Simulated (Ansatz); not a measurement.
YOF:
```xyz
6
Lattice="1.8871 1.0895 6.2728 -1.8871 1.0895 6.2728 0.0000 -2.1790 6.2728" Properties=species:S:1:pos:R:3 pbc="T T T"
Y      0.0000     0.0000    13.9495
Y      0.0000     0.0000     4.8690
O      0.0000     0.0000    11.6962
O      0.0000     0.0000     7.1222
F      0.0000     0.0000     2.4492
F      0.0000     0.0000    16.3693
```

Relaxed with PBEsol. Independent-particle spectrum: no excitons, no local fields, no scissors shift; 0.1 eV broadening; ε₁ of the summed bands alone.

Tabulate the dielectric function from PBEsol (plane waves, PAW; program Ansatz).



```csv
E (eV),ε₁ xx,ε₂ xx,ε₁ zz,ε₂ zz
0.0,3.56,0.00,3.43,0.00
0.4,3.56,0.00,3.44,0.00
0.8,3.58,0.00,3.45,0.00
1.2,3.60,0.00,3.47,0.00
1.6,3.63,0.00,3.50,0.00
2.0,3.68,0.00,3.54,0.00
2.4,3.74,0.00,3.60,0.00
2.8,3.82,0.00,3.66,0.00
3.2,3.91,0.00,3.75,0.00
3.6,4.03,0.00,3.86,0.00
4.0,4.18,0.00,4.00,0.00
4.4,4.38,0.00,4.18,0.00
4.8,4.64,0.00,4.49,0.00
5.2,5.03,0.00,4.74,0.28
5.6,5.77,0.10,5.12,0.40
6.0,6.42,0.70,5.39,0.89
6.4,8.07,2.22,5.75,0.97
6.8,6.80,4.27,6.73,2.06
7.2,5.79,5.83,5.99,4.88
7.6,2.64,4.13,3.05,3.21
8.0,3.44,5.77,4.81,2.97
8.4,2.46,3.26,5.80,4.30
8.8,3.91,4.00,3.69,5.05
9.2,3.86,5.45,5.21,5.28
9.6,1.95,7.66,1.20,6.94
10.0,-0.15,4.13,2.82,7.39
10.4,0.68,4.56,-1.77,5.76
10.8,0.10,6.15,-0.76,5.49
11.2,-2.58,3.14,-2.23,2.88
11.6,-1.67,2.08,-1.64,2.53
12.0,-0.69,1.65,-1.04,1.30
```

With all bands, ε∞ without local fields is 3.73 (xx = yy), 3.61 (zz). DFPT, with local fields, gives 3.57 (xx = yy), 3.31 (zz).

Space group R-3m. The workflow started from a Materials Project entry (that database holds measured and hypothetical structures alike); the Crystallography Open Database files this formula in space group No. 166, but the cells were not matched. Whether it is the stable phase at ambient conditions was not checked. The PBEsol relaxation kept the symmetry of its start; its stability against distortions is not shown here. The run is not spin-polarised. Spin–orbit coupling is left out wherever it is not named.

Potentials: the later of the program's two PAW sets.
